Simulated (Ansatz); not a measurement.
**TiIN, single point**

System: TiIN, a measured crystal structure (space group Pmmn); the cell holds 6 atoms. Sizeable forces remain on the atoms, so the positions aren't those of the computed minimum. Source: COD entry 1537488; the sample's temperature and pressure aren't taken into account, and it need not be the stable phase.

Theory: DFT, r2SCAN, PAW, plane waves, scalar-relativistic in Ansatz.

Input file:

```yaml
crystal:
  lattice:
    - [3.515, 0.0, 0.0]
    - [0.0, 3.941, 0.0]
    - [0.0, 0.0, 8.955]
  atoms:
    - { symbol: "N", position: [0.5, 0.5, 0.97] }
    - { symbol: "N", position: [0.0, 0.0, 0.03] }
    - { symbol: Ti, position: [0.0, 0.5, 0.08], spin: 1.0 }
    - { symbol: Ti, position: [0.5, 0.0, 0.92], spin: -1.0 }
    - { symbol: I, position: [0.5, 0.5, 0.315] }
    - { symbol: I, position: [0.0, 0.0, 0.685] }
magnetization:
  spin_polarized: true
hamiltonian:
  xc: r2scan
  pseudopotentials: { kind: paw }
basis:
  ecutwfc: 500
kpoints:
  mp_grid: { grid: [6, 5, 3] }
scf:
  occupations: { method: methfessel_paxton, width: 0.05 }
  lower_state_search: "off"
  max_iter: 60
output:
  forces: true
  stress: true
```

Command:
```sh
ansatz run input.yaml --threads 2 --pin off --max-ram 5120MiB --backend cpu --events-out ev --progress --plain --runs-dir out
```

Output (shortened):

```
Pseudopotentials: kind: paw
Pseudopotential: N, paw, valence charge 5, recommended cutoff 500 eV (meta_gga), N.paw.azcp
Pseudopotential: Ti, paw, valence charge 12, recommended cutoff 500 eV (meta_gga), Ti.paw.azcp
Pseudopotential: I, paw, valence charge 17, recommended cutoff 500 eV (meta_gga), I.paw.azcp
Functional definition: r2SCAN
Crystal: 6 atoms, lattice volume = 124.050 Å³
Basis set: ecut = 500 eV, 3139 PW (Γ), exchange–correlation on 108×120×288 points (64 copies of the dense FFT grid, shifted against one another)
Bands: 42, of which v1, the nominal top of the filled ones, is band 34 counted from 1 (33 counted from 0)
Symmetry: 4 space group operations
Space group: Pmm2 (ITA 25), of the structure as read, at distance tolerance 5.0e-5 Å
Magnetic group: BNS 59.408 (UNI 506), of the structure as read, at distance tolerance 5.0e-5 Å
k-points: 24 of 90 (time reversal used)
Non-local potential: N, projectors of the file, l = 0: 2, l = 1: 2, l = 2: 1
Non-local potential: Ti, projectors of the file, l = 0: 3, l = 1: 2, l = 2: 3, l = 3: 1
Non-local potential: I, projectors of the file, l = 0: 2, l = 1: 2, l = 2: 2, l = 3: 2
PAW frozen core: N, regenerated for the run's functional (the file was generated under x = pbe(κ = 0.804, μ = 0.2195149727645171), c = pbe(β = 0.06672455060314922))
PAW frozen core: Ti, regenerated for the run's functional (the file was generated under x = pbe(κ = 0.804, μ = 0.2195149727645171), c = pbe(β = 0.06672455060314922))
PAW frozen core: I, regenerated for the run's functional (the file was generated under x = pbe(κ = 0.804, μ = 0.2195149727645171), c = pbe(β = 0.06672455060314922))
Initial density: superposition of atomic densities (chi_scale 0.1, normalization cell, long waves kept (reshape's long-wave potential 0.44 eV rms))
Starting moments: Σ|m| = 2 μB on 2 of 6 sites
Starting magnetic order: antiferromagnet; an inversion exchanges its spin sublattices: spin-degenerate at every k-point
Initial wavefunctions: pseudopotential atomic-orbital guess
Functional: x = r2scan, c = r2scan; τ floored in thin density (d = 2e-4 eV/Å³)
SCF iter   1: F=—  HF=-20849.344886 eV  |F-HF|=—  |Δ(HF+E_count)|=         —  Δρ=5.82e-2 (↑5.82e-2 ↓5.82e-2)  dr2=9.58e1  dr2_τ=4.34e-1  dr2_m=1.80e-1  M=0.000 μB ∫|m|=1.765 μB  β_m=0.30  ethr=3.10e-3  ⟨swp⟩=6.6  Hψ=8605  notcnv=0
preconditioner: auto → Kerker (q_TF=auto, 2.468 Å⁻¹)  [metal: Δε(μ)=0.008 eV  Ē_g=8.180 eV  σ=0.050 eV  W_gap=0.14  n_scr=30 (ndim 8)  ℏωp=18.9 eV  f_vac=0.058  D(μ)=8.81/eV (n_scr^D=86)]
spin=Collinear: Kerker preconditioning applied to the charge; magnetization (m = ρ↑ − ρ↓) channel mixes plain (no charge-response kernel on spin).
SCF iter   2: F=—  HF=-20844.573921 eV  |F-HF|=—  |Δ(HF+E_count)|=    4.77e0  S|Δr|=    0.00e0  Δρ=3.70e-2 (↑3.70e-2 ↓3.70e-2)  dr2=2.15e1  dr2_τ=7.54e-2  dr2_m=5.48e-1  M=0.000 μB ∫|m|=0.829 μB  β_m=0.30  ethr=3.10e-3  ⟨swp⟩=3.0  Hψ=3640  notcnv=0  defer=79  κ⁻¹=1.0e0(r=1)
SCF iter   3: F=—  HF=-20842.997079 eV  |F-HF|=—  |Δ(HF+E_count)|=    1.58e0  S|Δr|=    0.00e0  Δρ=2.31e-2 (↑2.31e-2 ↓2.31e-2)  dr2=7.12e0  dr2_τ=4.46e-2  dr2_m=3.52e-1  M=-0.000 μB ∫|m|=0.666 μB  β_m=0.30  ethr=3.10e-3  ⟨swp⟩=2.8  Hψ=3536  notcnv=0  defer=99  κ⁻¹=9.2e-2(r=2)
SCF iter   4: F=—  HF=-20842.608785 eV  |F-HF|=—  |Δ(HF+E_count)|=   3.88e-1  S|Δr|=    0.00e0  Δρ=1.90e-2 (↑1.90e-2 ↓1.90e-2)  dr2=2.85e0  dr2_τ=1.54e-2  dr2_m=2.21e-1  M=-0.000 μB ∫|m|=0.520 μB  β_m=0.30  ethr=3.10e-3  ⟨swp⟩=2.1  Hψ=2673  notcnv=0  defer=116  κ⁻¹=2.0e-3(r=3)
SCF iter   5: F=—  HF=-20842.376448 eV  |F-HF|=—  |Δ(HF+E_count)|=   2.32e-1  S|Δr|=    0.00e0  Δρ=1.41e-2 (↑1.41e-2 ↓1.41e-2)  dr2=3.94e-1  dr2_τ=1.02e-2  dr2_m=1.61e-1  M=0.000 μB ∫|m|=0.340 μB  β_m=0.30  ethr=3.10e-3  ⟨swp⟩=2.8  Hψ=2754  notcnv=0  defer=116  κ⁻¹=5.3e-5(r=4)
SCF iter   6: F=—  HF=-20842.413773 eV  |F-HF|=—  |Δ(HF+E_count)|=   3.73e-2  S|Δr|=    0.00e0  Δρ=1.02e-2 (↑1.02e-2 ↓1.02e-2)  dr2=1.43e-1  dr2_τ=3.22e-3  dr2_m=8.90e-2  M=-0.000 μB ∫|m|=0.296 μB  β_m=0.30  ethr=5.79e-4  ⟨swp⟩=2.2  Hψ=3592  notcnv=0  defer=128  κ⁻¹=4.4e-5(r=5)
SCF iter   7: F=—  HF=-20842.436064 eV  |F-HF|=—  |Δ(HF+E_count)|=   2.23e-2  S|Δr|=    0.00e0  Δρ=7.64e-3 (↑7.64e-3 ↓7.64e-3)  dr2=1.14e-1  dr2_τ=1.43e-3  dr2_m=5.26e-2  M=0.000 μB ∫|m|=0.248 μB  β_m=0.30  ethr=2.10e-4  ⟨swp⟩=3.1  Hψ=2979  notcnv=0  defer=128  κ⁻¹=2.5e-5(r=6)
SCF iter   8: F=—  HF=-20842.440673 eV  |F-HF|=—  |Δ(HF+E_count)|=   4.61e-3  S|Δr|=    0.00e0  Δρ=5.53e-3 (↑5.53e-3 ↓5.53e-3)  dr2=8.62e-3  dr2_τ=7.65e-4  dr2_m=3.31e-2  M=-0.000 μB ∫|m|=0.194 μB  β_m=0.30  ethr=1.68e-4  ⟨swp⟩=3.3  Hψ=3516  notcnv=0  defer=120
[... 2 iterations left out ...]
SCF iter  11: F=—  HF=-20842.462011 eV  |F-HF|=—  |Δ(HF+E_count)|=   1.05e-3  S|Δr|=    0.00e0  Δρ=3.15e-4 (↑3.15e-4 ↓3.15e-4)  dr2=4.03e-4  dr2_τ=3.12e-6  dr2_m=5.05e-5  M=0.000 μB ∫|m|=0.021 μB  β_m=0.30  ethr=1.62e-6  ⟨swp⟩=2.0  Hψ=2644  notcnv=0  defer=120  κ⁻¹=5.3e-3(r=3)
SCF iter  12: F=—  HF=-20842.462125 eV  |F-HF|=—  |Δ(HF+E_count)|=   1.14e-4  S|Δr|=    0.00e0  Δρ=1.90e-4 (↑1.90e-4 ↓1.90e-4)  dr2=1.84e-4  dr2_τ=1.15e-6  dr2_m=2.54e-5  M=0.000 μB ∫|m|=0.010 μB  β_m=0.30  ethr=5.92e-7  ⟨swp⟩=2.0  Hψ=2684  notcnv=0  defer=120  κ⁻¹=9.9e-4(r=4)
SCF iter  13: F=—  HF=-20842.462187 eV  |F-HF|=—  |Δ(HF+E_count)|=   6.21e-5  S|Δr|=    0.00e0  Δρ=9.78e-5 (↑9.78e-5 ↓9.78e-5)  dr2=7.27e-5  dr2_τ=1.85e-7  dr2_m=5.56e-6  M=-0.000 μB ∫|m|=0.003 μB  β_m=0.30  ethr=2.70e-7  ⟨swp⟩=2.0  Hψ=2791  notcnv=0  defer=120  κ⁻¹=3.3e-4(r=5)
SCF iter  14: F=—  HF=-20842.462178 eV  |F-HF|=—  |Δ(HF+E_count)|=   8.75e-6  S|Δr|=    0.00e0  Δρ=4.33e-5 (↑4.33e-5 ↓4.33e-5)  dr2=5.55e-6  dr2_τ=8.07e-8  dr2_m=1.34e-6  M=-0.000 μB ∫|m|=0.003 μB  β_m=0.30  ethr=1.07e-7  ⟨swp⟩=2.0  Hψ=2939  notcnv=0  defer=120  κ⁻¹=7.5e-6(r=6)
SCF iter  15: F=—  HF=-20842.462182 eV  |F-HF|=—  |Δ(HF+E_count)|=   3.45e-6  S|Δr|=    0.00e0  Δρ=2.85e-5 (↑2.85e-5 ↓2.85e-5)  dr2=3.35e-6  dr2_τ=2.61e-8  dr2_m=5.74e-7  M=-0.000 μB ∫|m|=0.002 μB  β_m=0.30  ethr=8.16e-9  ⟨swp⟩=2.2  Hψ=2802  notcnv=0  defer=120  κ⁻¹=6.4e-6(r=7)
SCF iter  16: F=—  HF=-20842.462184 eV  |F-HF|=—  |Δ(HF+E_count)|=   2.30e-6  S|Δr|=    0.00e0  Δρ=1.05e-5 (↑1.05e-5 ↓1.05e-5)  dr2=4.75e-7  dr2_τ=5.80e-9  dr2_m=4.43e-8  M=0.000 μB ∫|m|=0.000 μB  β_m=0.30  ethr=4.92e-9  ⟨swp⟩=2.0  Hψ=3168  notcnv=0  defer=120  κ⁻¹=5.0e-7(r=8)
SCF iter  17: F=—  HF=-20842.462184 eV  |F-HF|=—  |Δ(HF+E_count)|=   2.42e-7  S|Δr|=    0.00e0  Δρ=7.16e-6 (↑7.15e-6 ↓7.16e-6)  dr2=1.84e-7  dr2_τ=2.61e-9  dr2_m=1.71e-8  M=0.000 μB ∫|m|=0.000 μB  β_m=0.30  ethr=6.99e-10  ⟨swp⟩=2.0  Hψ=2542  notcnv=0  defer=120  κ⁻¹=4.0e-7(r=8)
iter 18 did not close the SCF: its close was put off for a magnetic moment that had not settled (scf_convergence_deferred on its scf_iter line)
SCF iter  18: F=-20842.462184 eV  HF=-20842.462184 eV  |F-HF|=2.19e-8  |Δ(HF+E_count)|=   1.14e-7  S|Δr|=    0.00e0  Δρ=3.14e-6 (↑3.14e-6 ↓3.13e-6)  dr2=3.41e-8  dr2_τ=3.36e-10  dr2_m=3.43e-9  M=0.000 μB ∫|m|=0.000 μB  β_m=0.30  ethr=1.47e-10  ⟨swp⟩=4.0  Hψ=6528  notcnv=0  κ⁻¹=1.7e-6(r=8)
iter 19 did not close the SCF: its close was put off for a magnetic moment that had not settled (scf_convergence_deferred on its scf_iter line)
SCF iter  19: F=-20842.462184 eV  HF=-20842.462184 eV  |F-HF|=7.59e-9  |Δ(HF+E_count)|=   1.96e-8  S|Δr|=    0.00e0  Δρ=2.12e-6 (↑2.12e-6 ↓2.12e-6)  dr2=1.63e-8  dr2_τ=1.82e-10  dr2_m=2.36e-9  M=-0.000 μB ∫|m|=0.000 μB  β_m=0.30  ethr=5.02e-11  ⟨swp⟩=1.6  Hψ=5674  notcnv=0  κ⁻¹=7.5e-6(r=8)
iter 20 did not close the SCF: its close was put off for a magnetic moment that had not settled (scf_convergence_deferred on its scf_iter line)
SCF iter  20: F=-20842.462184 eV  HF=-20842.462184 eV  |F-HF|=8.66e-10  |Δ(HF+E_count)|=   1.33e-8  S|Δr|=    0.00e0  Δρ=1.30e-6 (↑1.30e-6 ↓1.30e-6)  dr2=6.37e-9  dr2_τ=2.87e-11  dr2_m=1.10e-9  M=0.000 μB ∫|m|=0.000 μB  β_m=0.30  ethr=2.39e-11  ⟨swp⟩=1.1  Hψ=5849  notcnv=0  κ⁻¹=2.3e-6(r=8)
iter 21 did not close the SCF: its close was put off for a magnetic moment that had not settled (scf_convergence_deferred on its scf_iter line)
SCF iter  21: F=-20842.462184 eV  HF=-20842.462184 eV  |F-HF|=5.82e-11  |Δ(HF+E_count)|=   3.34e-9  S|Δr|=    0.00e0  Δρ=5.24e-7 (↑5.19e-7 ↓5.24e-7)  dr2=1.12e-9  dr2_τ=1.26e-11  dr2_m=1.48e-10  M=0.000 μB ∫|m|=0.000 μB  β_m=0.30  ethr=9.36e-12  ⟨swp⟩=1.2  Hψ=5650  notcnv=0  κ⁻¹=4.0e-7(r=8)
SCF iter  22: F=-20842.462184 eV  HF=-20842.462184 eV  |F-HF|=1.13e-10  |Δ(HF+E_count)|=  3.17e-10  S|Δr|=    0.00e0  Δρ=3.54e-7 (↑3.51e-7 ↓3.54e-7)  dr2=5.55e-10  dr2_τ=3.21e-12  dr2_m=5.00e-11  M=-0.000 μB ∫|m|=0.000 μB  ethr=1.65e-12  ⟨swp⟩=1.0  Hψ=4821  notcnv=0
WARN: the starting moments were not kept: the SCF closed with an absolute magnetisation of 1.4e-5 μB, where they sum to 2 μB in size (2 sites). That is at most 0.1 of that sum. Measured as dr2_m measures the in/out step, that magnetisation stands 1.3e-11 eV from none, at or under the dr2_threshold of 1.0e-7 eV: it is no larger than a step whose dr2_m would equal this threshold. The system may hold no moment; this SCF shows only that its start led to no more than that. [...]
SCF 1 converged in 22 iterations: F = -20842.462184 eV  dr2 = 5.55e-10
  greatest PAW one-centre occupation: 1.000 electrons in one spin orbital (limit 2), on the Ti atom at site 2 (counted from 0), in its partial waves of l = 1
this state was not tested for a lower state beside it, because cold or Methfessel-Paxton smearing, or corrected tetrahedra, fill the levels in a way that the test cannot read (fill_not_monotonic; see scf.lower_state_search)
SCF converged after 22 iterations
Magnetization: -0.0000 μB (34.0000 up, 34.0000 down)
Absolute magnetization: 0.0000 μB (∫|ρ↑−ρ↓|, with the PAW one-centre terms)
Spin contamination: 0.0000 ħ² per cell (⟨S²⟩ above its minimum at these occupations)
Per-site moments (μB) at R_I (Å): [(-1.1086e-6, 0.8310), (1.1105e-6, 0.8310), (-1.2308e-6, 0.8310), (1.2287e-6, 0.8310), (-2.7112e-7, 1.1309), (2.7168e-7, 1.1309)]
Free energy (F): -20842.462184 eV
Harris-Foulkes:  -20842.462184 eV  (|F-HF|=1.13e-10)
Internal energy: -20842.462185 eV  (E = F + TS)
E sigma→0 (E₀):  -20842.462184 eV
Entropy (-TS):   0.000000 eV (0.000 meV/atom)
Fermi energy:    8.564210 eV
Step filling:    the computed levels leave a gap of 0.3301 eV = 6.6 smearing widths at the electron count; against every level under it full and every level over it empty, smearing changes F+E_penalty+E_count by +9.16e-6 meV and its σ→0 estimate by -4.26e-5 meV
--- Per-component energies (eV) ---
  E_band       = -1181.551715
  E_kinetic    = 1188.104794
  E_local      = -7503.517679  (includes V_loc(G=0)·N_el)
  E_nonlocal   = -82.713403
  E_hartree    = 3569.868477
  E_xc         = -550.820520
  E_vxc        = -719.197037  (∫ρ·V_xc dr)
  E_paw        = -12044.780412  (= ΣΔE_a)
  E_vpaw       = -1248.283550  (= ΣTr[D̂ρ^β])
  E_aug_tail   = 0.000170  (compensation charges beyond the density's cutoff)
  E_vtau       = 44.318154  (kinetic-family band-sum trace: ∫τ·v_τ [+ j·A + Jᵃ·Aᵃ] dr)
  E_ewald      = -5418.183676
  E_core_change = -0.419937  (= ΣΔE_core)
  E_smearing   = 0.000000  (= −TS)
  E_closure    = -0.000000  (closes the sum)
  Σ components = -20842.462184   (vs F -20842.462184, Δ=0.00e0)
--- Forces (eV/Å), atoms counted from 1 ---
  atom   1  N      0.00000000     0.00000000    -0.38052897
  atom   2  N     -0.00000000    -0.00000000     0.38052846
  atom   3  Ti     0.00000000    -0.00000000    -0.70315901
  atom   4  Ti    -0.00000000     0.00000000     0.70315932
  atom   5  I     -0.00000000    -0.00000000     0.77740169
  atom   6  I      0.00000000     0.00000000    -0.77740174
  max |Σ_I F_I| component: 2.46e-7 eV/Å
--- Stress (GPa, compression-positive) ---
        3.320031       0.000000      -0.000000
        0.000000      -0.414270       0.000000
       -0.000000       0.000000       5.431733
  P = ⅓ Tr σ = 2.7792 GPa (27.792 kbar)
```

The log names the space group Pmm2, not the crystal's Pmmn, as the starting moments make like atoms unequal.

Gaps of semilocal functionals run low against measured ones. Only one magnetic start was run, with no search, so the state need not be the lowest. The program warns that the starting moments weren't kept.

The run took 120 s on 2 threads of Intel(R) Xeon(R) Processor @ 2.50GHz (Skylake/Cascade Lake) (shared host), peak memory 0.76 GiB.
